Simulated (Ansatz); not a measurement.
# WSi2

Method: PBE with spin–orbit coupling; two-component spinors; PAW, 420 eV, 14×14×14 k-mesh, Gaussian smearing of 0.05 eV; code Ansatz; PAW files: Ansatz's generated set soft_2.

```yaml
crystal:
  lattice:
    - [-1.61450, 1.61450, 3.93266]
    - [1.61450, -1.61450, 3.93266]
    - [1.61450, 1.61450, -3.93266]
  atoms:
    - { symbol: Si, position: [0.33449, 0.33449, 0.00000] }
    - { symbol: Si, position: [0.66551, 0.66551, 0.00000] }
    - { symbol: W, position: [0.00000, 0.00000, 0.00000] }
```

The chain of runs began from a cell as deposited in COD, expanded in volume.

Cell and atoms are those of this level's equilibrium.

The cell has space group I4/mmm (read at 0.01 Å). In it the stress is 0.02, 0.02, -0.07, 0.00, 0.00, 0.00 GPa, so the shape isn't fully relaxed, and the largest force component 0.009 eV/Å. Each change below starts from this cell, without further relaxation. Stress is in GPa, positive in compression, in the order xx, yy, zz, yz, xz, xy; energies are counted from the cell above and are free energies with the smearing's entropy, which match forces and stress in a metal.

Question: What happens when atom 1 (Si) is moved by 0.02 Å along y?

Answer: The energy changes by 1.6 meV per cell, and the force on it along the shift is -0.162 eV/Å (−F/u = 8.10 eV/Å²). Stress: 0.05, 0.04, -0.05, 0.12, 0.00, 0.00.
| atom | Fx (eV/Å) | Fy | Fz |
| --- | --- | --- | --- |
| Si1 | 0.000 | -0.162 | 0.007 |
| Si2 | 0.000 | 0.061 | -0.011 |
| W3 | 0.000 | 0.101 | 0.003 |

Question: A single strain component, atoms carried along, gave the stress 0.98, 0.98, 5.53, 0.00, 0.00, 0.00. Which component, and about how large?

Answer: An engineering strain of -1 % in zz; the energy changes by 6.9 meV per cell.
